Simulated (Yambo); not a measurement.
Yambo run on NaYS2 (space group R-3m, No. 166). The wavefunctions are LDA (pw.x of Quantum ESPRESSO, ONCV potentials, no spin-orbit coupling) ones on a 4×4×4 mesh (16 occupied bands); a = 6.8378 Å, b = 6.8378 Å, c = 6.8378 Å, α = 33.12°, β = 33.12°, γ = 33.12°.

Yambo input:

```
rim_cut
gw0
dyson
el_el_corr
HF_and_locXC
ppa
em1d
RandQpts= 1000000
RandGvec= 1 Ry
EXXRLvcs= 88 Ry
VXCRLvcs= 352 Ry
Chimod= "HARTREE"
% BndsRnXp
 3 | 49 |
%
NGsBlkXp= 6 Ry
% LongDrXp
 1.0 | 1.0 | 1.0 |
%
PPAPntXp= 27.2114 eV
% GbndRnge
 1 | 49 |
%
GTermKind= "BG"
DysSolver= "n"
ExtendOut
% QPkrange
 1 | 1 | 16 | 16 |
 7 | 7 | 16 | 17 |
%
```

k points by index: 1 = Γ, 7 = F.

The o-*.qp file then holds:

```
#    K-point    Band    Eo [eV]    E [eV]    E-Eo [eV]    Vxc [eV]    Vnlxc [eV]    Sc|Eo [eV]    Sc|E [eV]    dSc/dw|Eo [eV]    Re(Z)    Im(Z)
#
    1    16    0.000000    -0.613267    -0.613267    -13.20556    -16.16655    2.185337    2.347722    -7.203821    0.790676    -0.001527
    7    16    -0.865087    -1.547145    -0.682058    -12.78996    -16.10850    2.451827    2.636487    -7.366184    0.786965    -0.001148
    7    17    2.005796    3.109794    1.103998    -10.84769    -6.225021    -3.281286    -3.518670    -5.850398    0.823044    -0.001321
```
(The two width columns are left out.) Convergence of these settings isn't established.

Geometry relaxed with LDA.
